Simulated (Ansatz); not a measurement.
NbRu:
```
NbRu
1.0
    3.15890     0.00000     0.00000
    0.00000     3.15890     0.00000
    0.00000     0.00000     3.15890
Ru Nb
1 1
Direct
  0.50000   0.50000   0.50000
  0.00000   0.00000   0.00000
```

Relaxed with r²SCAN. Special points in fractions of this cell's reciprocal vectors: Γ (0.000, 0.000, 0.000); X (0.000, 0.500, 0.000); M (0.500, 0.500, 0.000); R (0.500, 0.500, 0.500).

Task: List the band energies nearest the Fermi level at these points for DFT-r²SCAN in the program Ansatz with PAW potentials.

Result: In eV from the Fermi level; about four levels below and three above (degenerate sets whole), none deeper than 8.9 eV; points with the same levels are listed once.

```csv
k,below,above
Γ,-6.16 -6.16 -2.55 -2.55 -2.55,0.89 0.89 3.55 3.55 3.55
X,-2.51 -2.51 -1.53 -0.29 -0.29,1.08 1.80 4.45
M,-6.01 -4.31 -4.31 -0.25,0.12 0.96 0.96
R,-3.14 -3.14 -3.14 -0.17 -0.17,3.58 3.58 7.59
```

Space group Pm-3m (CsCl type). The workflow started from an entry of the Crystallography Open Database (COD), which files this formula under 2 space groups. Whether it is the stable phase at ambient conditions was not checked. The cell was relaxed with r²SCAN under the symmetry of its start; whether a distortion lowers the energy is not shown. No spin polarisation was allowed. Spin–orbit coupling is left out wherever it is not named.

Potentials: the later of the program's two PAW sets.
